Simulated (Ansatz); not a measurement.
GdCd2 (P6/mmm): free moments

Computed with DFT, PBEsol, all-electron LAPW, scalar-relativistic (Ansatz 0.2.0).

Command: `ansatz run input.yaml --threads 2 --pin off --max-ram 6144MiB --backend cpu --events-out ev --progress --plain --runs-dir out`

```yaml
crystal:
  lattice:
    - [4.9646396048, 0.0, 0.0]
    - [-2.4823198024, 4.2995040184, 0.0]
    - [0.0, 0.0, 3.4808024]
  atoms:
    - { symbol: Gd, position: [0.0, 0.0, 0.0], spin: 7.1 }
    - { symbol: Cd, position: [0.6666666667, 0.3333333333, 0.5] }
    - { symbol: Cd, position: [0.3333333333, 0.6666666667, 0.5] }
magnetization:
  spin_polarized: true
kpoints:
  mp_grid: { grid: [8, 8, 10] }
scf:
  occupations: { method: fermi_dirac, width: 0.03 }
hamiltonian:
  xc: pbesol
  pseudopotentials: { kind: all_electron, lapw: { basis_error: 0.001 } }
output:
  forces: true
  stress: true
  eigenvalues: false
  populations: true
  dos: { projected: true, de: 0.1, e_range: [-8, 5] }
```

Output:

```
settings of this run that can trade accuracy for cost: output.eigenvalues: false. Do not mix this run's numbers with those of runs without the same settings; the input reference describes each key
Gd: projections on atomic orbitals take those of the free atom 1s2 2s2 2p6 3s2 3p6 3d10 4s2 4p6 4d10 4f7 5s2 5p6 5d1 6s2, of charge +0.00 (hamiltonian.pseudopotentials.projection_atoms)
Cd: projections on atomic orbitals take those of the free atom 1s2 2s2 2p6 3s2 3p6 3d10 4s2 4p6 4d10 5s2, of charge +0.00 (hamiltonian.pseudopotentials.projection_atoms)
LAPW: plane waves up to 8.020 Å⁻¹, error target 1.0e-3 eV per atom; small_component_spin mean_spin; Cd in spheres of 1.433 Å, 20 of its electrons in bands, Dirac shells []; Gd in spheres of 1.494 Å, 34 of its electrons in bands, Dirac shells [] (how accurate: hamiltonian.pseudopotentials.lapw.basis_error, Limitations)
Engine: ansatz 0.2.0
Pseudopotentials: kind: all_electron
Pseudopotential: Gd, LAPW, valence charge 34, lapw/all_electron/scalar/gaussian/Gd, Koelling and Harmon's equation, gaussian nucleus
Pseudopotential: Cd, LAPW, valence charge 20, lapw/all_electron/scalar/gaussian/Cd, Koelling and Harmon's equation, gaussian nucleus
Functional definition: PBEsol
  exchange = pbesol_x
  correlation = pbesol_c
Crystal: 3 atoms, lattice volume = 74.299 Å³
Basis set: ecut = 245.05786354265243 eV, 657 PW (Γ), exchange–correlation at level 2
Bands: 49, of which v1, the nominal top of the filled ones, is band 37 counted from 1 (36 counted from 0)
Symmetry: 24 space group operations
Space group: P6/mmm (ITA 191), of the structure as read, at distance tolerance 4.2e-5 Å
Magnetic group: BNS 191.233 (UNI 1463), of the structure as read, at distance tolerance 4.2e-5 Å
k-points: 60 of 640
Non-local potential: Gd, projectors of the file, none
Non-local potential: Cd, projectors of the file, none
Initial density: superposition of atomic densities (chi_scale 0.1, normalization cell)
Starting moments: Σ|m| = 7.1 μB on 1 of 3 sites
Initial wavefunctions: plane waves of lowest kinetic energy (no species holds an atomic orbital)
[...]
--- Forces (eV/Å), atoms counted from 1 ---
  atom   1  Gd    -0.00000000     0.00000000     0.00000000
  atom   2  Cd     0.00000000     0.00000000     0.00000000
  atom   3  Cd     0.00000000    -0.00000000     0.00000000
  max |Σ_I F_I| component: 6.48e-17 eV/Å
--- Stress (GPa, compression-positive) ---
       -2.537394       0.000000       0.000000
        0.000000      -2.537394       0.000000
        0.000000       0.000000      -2.393136
  P = ⅓ Tr σ = -2.4893 GPa (-24.893 kbar)
--- Band table (eV; the first three rows and the last of 120) ---
  k-point 0 ↑: bands = ["-256.4162", "-256.4162", "-256.4026", "-128.1483", "-128.1454", "-128.1454", "-128.1164", "-128.1164", "-87.2911", "-87.2855", "-48.3735", "-48.3735", "-48.3689", "-48.3620", "-48.3335", "-48.3335", "-30.0881", "-7.5320", "-7.5320", "-7.2601", "6.1614", "6.5397", "6.5397", "6.6425", "6.6425", "6.7758", "6.7758", "6.8043", "7.0444", "7.0444", "7.7802", "10.4805", "10.4919", …
  k-point 1 ↑: bands = ["-256.4162", "-256.4162", "-256.4026", "-128.1483", "-128.1454", "-128.1454", "-128.1164", "-128.1164", "-87.2911", "-87.2855", "-48.3735", "-48.3735", "-48.3693", "-48.3624", "-48.3335", "-48.3335", "-30.0850", "-7.5261", "-7.5261", "-7.3134", "6.1893", "6.5371", "6.5371", "6.6174", "6.6174", "6.7694", "6.7694", "6.8506", "7.0343", "7.0343", "7.9422", "10.4813", "10.4981", …
  k-point 2 ↑: bands = ["-256.4162", "-256.4162", "-256.4026", "-128.1483", "-128.1454", "-128.1454", "-128.1164", "-128.1164", "-87.2911", "-87.2854", "-48.3734", "-48.3734", "-48.3704", "-48.3634", "-48.3334", "-48.3334", "-30.0767", "-7.5109", "-7.5109", "-7.4502", "6.2600", "6.5072", "6.5072", "6.5768", "6.5768", "6.7523", "6.7523", "6.9739", "7.0080", "7.0080", "8.4181", "10.4834", "10.5093", …
  k-point 59 ↓: bands = ["-250.5323", "-250.5323", "-250.5246", "-122.3206", "-122.3206", "-122.3142", "-122.3142", "-122.3120", "-87.2821", "-87.2813", "-48.3709", "-48.3640", "-48.3630", "-48.3509", "-48.3441", "-48.3241", "-26.9361", "-5.4691", "-5.1946", "-5.1890", "6.1215", "6.2636", "6.4002", "6.4673", "6.6083", "6.7051", "7.0166", "7.1752", "7.1822", "7.4311", "11.8993", "12.4627", "14.7084 …
--- Löwdin populations: 3 sites ---
  site symbol       q [e]    m [muB]
     0     Gd     64.7651     7.3806
     1     Cd     47.1478    -0.0150
     2     Cd     47.1478    -0.0150
  spilling = 0.005871 (of n_electrons = 160.000000)
settings of this run that can trade accuracy for cost: output.eigenvalues: false. Do not mix this run's numbers with those of runs without the same settings; the input reference describes each key
```

populations.tsv:

```
# site	symbol	l	j	q_up	q_dn
# orbitals = lowdin
# n_electrons = 160.000000
# spilling = 0.005871
# projection_atom_Gd: 1s2 2s2 2p6 3s2 3p6 3d10 4s2 4p6 4d10 4f7 5s2 5p6 5d1 6s2
# projection_atom_Cd: 1s2 2s2 2p6 3s2 3p6 3d10 4s2 4p6 4d10 5s2
0	Gd	0_1S	-	1.000000	1.000000
0	Gd	0_2S	-	0.999996	0.999996
0	Gd	0_3S	-	0.999949	0.999944
0	Gd	0_4S	-	0.999451	0.999400
0	Gd	0_5S	-	0.990567	0.991146
0	Gd	0_6S	-	0.519693	0.485049
0	Gd	1_2P	-	3.000000	3.000000
0	Gd	1_3P	-	2.999998	2.999999
0	Gd	1_4P	-	2.999964	2.999956
0	Gd	1_5P	-	2.995113	2.989069
0	Gd	2_3D	-	4.999997	4.999999
0	Gd	2_4D	-	4.999983	4.999938
0	Gd	2_5D	-	1.572404	1.078017
0	Gd	3_4F	-	6.995776	0.149732
1	Cd	0_1S	-	0.999999	0.999999
1	Cd	0_2S	-	0.999971	0.999969
1	Cd	0_3S	-	0.999538	0.999518
1	Cd	0_4S	-	0.993340	0.993067
1	Cd	0_5S	-	0.602701	0.621006
1	Cd	1_2P	-	3.000000	3.000000
1	Cd	1_3P	-	2.999990	2.999988
1	Cd	1_4P	-	2.998914	2.998647
1	Cd	2_3D	-	4.999998	4.999998
1	Cd	2_4D	-	4.971929	4.969212
2	Cd	0_1S	-	0.999999	0.999999
2	Cd	0_2S	-	0.999971	0.999969
2	Cd	0_3S	-	0.999538	0.999518
2	Cd	0_4S	-	0.993340	0.993067
2	Cd	0_5S	-	0.602701	0.621006
2	Cd	1_2P	-	3.000000	3.000000
2	Cd	1_3P	-	2.999990	2.999988
2	Cd	1_4P	-	2.998914	2.998647
2	Cd	2_3D	-	4.999998	4.999998
2	Cd	2_4D	-	4.971929	4.969212
```

Site moments (μB): Gd1 7.11, Cd2 0.01, Cd3 0.01. Cell moment 7.40 μB.

The magnetic group in the log treats spin as a scalar label, without spin–orbit coupling.

Without U a semilocal functional puts the f levels too near the Fermi level, which can change moments and the order of magnetic states; site and cell moments are spin moments. Spin–orbit coupling is left out although heavy atoms are present. With open f shells a run can end in a state that isn't the lowest. None of this fixes the real material's magnetic order: only patterns that fit the cell were computed, without spin fluctuations and on one mesh and smearing, with a functional that can overstate moments.

It took 68 s on 2 threads of Arm Neoverse V2, with other jobs on the host, peak memory 0.84 GiB.
